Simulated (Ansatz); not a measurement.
VBiO₄:
```
VBiO4
1.0
   -2.55474     2.55474     5.81637
    2.55474    -2.55474     5.81637
    2.55474     2.55474    -5.81637
Bi V O
2 2 8
Cartesian
  0.00000   2.55474   2.90819
  0.00000   0.00000   0.00000
  2.55474   0.00000   2.90819
  0.00000   0.00000   5.81637
  3.25631   1.26920   3.81446
  1.28554   3.25631   0.90628
  1.85317  -1.26920   3.81446
  1.26920  -0.70157   6.72265
  1.85317   1.28554  -0.90628
  3.82394  -0.70157   2.00191
  0.70157   1.26920   4.91009
  1.28554   0.70157   2.00191
```

Relaxed with HSE06.

Give the Bader charges and basin volumes of the independent atoms, the program Ansatz at the HSE06 level (PAW).



```csv
atom,Bader charge (e),Bader volume (Å³)
Bi1,+2.17,16.0
V3,+2.35,6.9
O5,-1.13,13.2
```

Space group I4_1/a. The HSE06 relaxation kept the symmetry of its start. The workflow began spin-polarised and lost its moments. Scalar-relativistic: spin–orbit coupling is off unless named, which matters more the heavier the elements.

Potentials: the later of the program's two PAW sets.
